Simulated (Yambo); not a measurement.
AlN (zinc blende, space group F-43m, No. 216), G0W0@PBE in Yambo with this input:

```
rim_cut
gw0
dyson
el_el_corr
HF_and_locXC
ppa
em1d
RandQpts= 1000000
RandGvec= 1 Ry
EXXRLvcs= 84 Ry
VXCRLvcs= 336 Ry
Chimod= "HARTREE"
% BndsRnXp
 1 | 76 |
%
NGsBlkXp= 14 Ry
% LongDrXp
 1.0 | 1.0 | 1.0 |
%
PPAPntXp= 27.2114 eV
% GbndRnge
 1 | 76 |
%
GTermKind= "BG"
DysSolver= "n"
ExtendOut
```

On a 6×6×6 mesh, with wavefunctions cut at 84 Ry, the gap (Γ → X) is 4.598 eV and the valence edge shifts by -0.940 eV.

### Question
What happens with this change: no random integration?

### Answer
The gap falls by 0.056 eV, to 4.542 eV; the shift of the valence edge becomes -0.754 eV. Neither run is shown to be the converged limit.

Geometry of the Materials Project entry, not relaxed at this level; primitive cell a = b = c = 3.0886 Å, α = β = γ = 60.00°.

This is not the ordinary phase of the substance; no match was found in the copy of COD used, and its stability was not checked.

A shift is the quasiparticle energy of the state minus its PBE energy.
